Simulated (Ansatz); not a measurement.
Sc2CoSi2 in space group C2/m (No. 12; Pearson symbol mS20), the program Ansatz at the PBE level (PAW), all energies at zero smearing, with the estimated change up to a 700 eV cutoff added, with one set of potentials and settings (totals compare only within such a set). Cell of 10 atoms (4 Sc, 2 Co, 4 Si): -21347.210 eV.

```json
[
 {"element": "Sc", "reference phase": "P6_3/mmc, 2 atoms in the cell", "E (eV/atom)": "-2135.8097"},
 {"element": "Co", "reference phase": "P6_3/mmc, 2 atoms in the cell, spin-polarised", "E (eV/atom)": "-5126.1559"},
 {"element": "Si", "reference phase": "Fd-3m, 2 atoms in the cell", "E (eV/atom)": "-635.8096"}
]
```

Formation energy per atom, worked out: (-21347.210 − 4×(-2135.8097) − 2×(-5126.1559) − 4×(-635.8096))/10 = -0.842 eV/atom (-81 kJ per mol of atoms), at 0 K, without zero-point energy or fitted corrections.

The workflow started from a Materials Project entry (that database holds measured and hypothetical structures alike); the Crystallography Open Database copy checked does not list it. Whether it is the stable phase at ambient conditions was not checked. The cell was relaxed with PBE under the symmetry of its start; its stability against distortions is not shown here. No spin polarisation was allowed. The references are the lowest solids computed at this level, not always the standard phases.

Potentials: the later of the program's two PAW sets.
